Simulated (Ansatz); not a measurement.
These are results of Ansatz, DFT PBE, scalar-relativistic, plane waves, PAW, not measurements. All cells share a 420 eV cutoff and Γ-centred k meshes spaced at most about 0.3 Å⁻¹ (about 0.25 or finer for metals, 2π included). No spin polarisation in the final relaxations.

Temperature and zero-point effects are left out. All come from trial cells, and lower structures may exist.

Question: These unrelaxed guesses for GeAs5 are each relaxed within their symmetry. Order them by the energy at which they end, lowest first.
A.

```xyz
6
Lattice="5.7628 0.0000 0.0000 -2.8814 4.9907 0.0000 0.0000 0.0000 4.6904" Properties=species:S:1:pos:R:3 pbc="T T T"
Ge    0.0000    0.0000    0.0000
As    0.0000    3.3271    0.0000
As    2.8814    1.6636    0.0000
As    2.8814    0.0000    2.3452
As    1.4407    2.4954    2.3452
As   -1.4407    2.4954    2.3452
```

B.

```xyz
6
Lattice="4.9623 0.0000 0.0000 -2.4811 4.2974 0.0000 0.0000 0.0000 6.7360" Properties=species:S:1:pos:R:3 pbc="T T T"
Ge    0.0000    0.0000    3.3680
As    2.4811    1.4325    5.3618
As    0.0000    0.0000    0.0000
As    2.4811    1.4325    1.3742
As    0.0000    2.8650    1.3742
As    0.0000    2.8650    5.3618
```

C.

```xyz
6
Lattice="5.9624 0.0000 0.0000 -2.9812 5.1636 0.0000 0.0000 0.0000 5.2360" Properties=species:S:1:pos:R:3 pbc="T T T"
Ge    0.0000    0.0000    0.0000
As    2.9812    0.0000    0.0000
As   -1.4906    2.5818    0.0000
As    1.4906    2.5818    0.0000
As    0.0000    3.4424    0.0000
As    2.9812    1.7212    0.0000
```

D.

```xyz
6
Lattice="6.1007 0.0000 0.0000 -3.0503 5.2834 0.0000 0.0000 0.0000 5.7347" Properties=species:S:1:pos:R:3 pbc="T T T"
Ge    0.0000    0.0000    0.0000
As    4.1369    0.0000    2.8674
As    0.9819    1.7007    2.8674
As   -2.0685    3.5827    2.8674
As    3.0503    1.7611    0.0000
As    0.0000    3.5222    0.0000
```

Answer: B (ends in P6/mmm, 0 meV/atom), D (ends in P-62m, 19 meV/atom), A (ends in P6/mmm, CaCu5 type, 154 meV/atom), C (ends in P6/mmm, 170 meV/atom). Even the lowest end lies +0.40 eV/atom against the elements.

In P6/mmm at 19.7 Å³/atom, P-62m, P6/mmm at 21.3 Å³/atom, P6/mmm at 30.5 Å³/atom an odd number of electrons in the primitive cell allows no gap without spin; a larger cell or a magnetic state could open one. A magnetic state wasn't ruled out in cells without spin, among them P6/mmm at 19.7 Å³/atom, P-62m, P6/mmm at 21.3 Å³/atom, P6/mmm at 30.5 Å³/atom. Cells relaxed within their symmetry can be saddle points. Some candidate types were left out of the draw beforehand, so a known form may be missing.
